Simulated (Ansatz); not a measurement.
Relaxed-ion elastic tensor of YAu (CsCl type, Pm-3m) in GPa (Voigt order), the program Ansatz at the PBEsol level (PAW); density 10.61 g/cm³, 22.36 Å³ per atom.

```tsv
	1	2	3	4	5	6
1	136	76.6	76.6	0.0	0.0	0.0
2	76.6	136	76.6	0.0	0.0	0.0
3	76.6	76.6	136	0.0	0.0	0.0
4	0.0	0.0	0.0	37.4	0.0	0.0
5	0.0	0.0	0.0	0.0	37.4	0.0
6	0.0	0.0	0.0	0.0	0.0	37.4
```

**Question.** Is the crystal mechanically stable?

**Answer.** Yes: the smallest eigenvalue of C is 37.4 GPa.

**Question.** Work out the Voigt, Reuss and Hill averages.

**Answer.** K_V = 96.5, K_R = 96.5, K_H = 96.5; G_V = 34.3, G_R = 33.9, G_H = 34.1 GPa.

**Question.** Give Young's modulus, Poisson's ratio, Pugh's ratio and the universal anisotropy index.

**Answer.** E = 9KG/(3K + G) = 91.6 GPa; ν = 0.34; K/G = 2.83 (ductile by the Pugh limit of 1.75); A_U = 5G_V/G_R + K_V/K_R − 6 = 0.06.

**Question.** Estimate the sound speeds and the Debye temperature.

**Answer.** v_l = √((K + 4G/3)/ρ) = 3660 m/s, v_t = √(G/ρ) = 1790 m/s, mean 2010 m/s; Θ = (h/k)(3n/4πV)^(1/3) v_m = 213 K.

**Question.** Give the Zener ratio and Young's modulus along [100], [110] and [111].

**Answer.** A = 2C44/(C11 − C12) = 1.25; 1/E = S11 − 2(S11 − S12 − S44/2)Γ with Γ = 0, 1/4, 1/3 gives 81.0, 94.0, 99.3 GPa.

**Question.** Solve the Christoffel equation for the three sound speeds along [100], [110], [111].

**Answer.** Eigenvalues of C_ijkl n_j n_l equal ρv². In km/s, slowest first: [100] 1.88, 1.88, 3.58; [110] 1.68, 1.88, 3.68; [111] 1.74, 1.74, 3.71.

The workflow started from an entry of the Crystallography Open Database (COD). Whether it is the stable phase at ambient conditions was not checked. Symmetry was held in the PBEsol relaxation; of distortions, only those at the zone centre were tested. No spin polarisation was allowed. As this level gives no gap, shear constants depend on the k-mesh and smearing (Fermi–Dirac, 0.1 eV here). Scalar-relativistic: spin–orbit coupling is off unless named, which matters more the heavier the elements.

Potentials: the later of the program's two PAW sets.
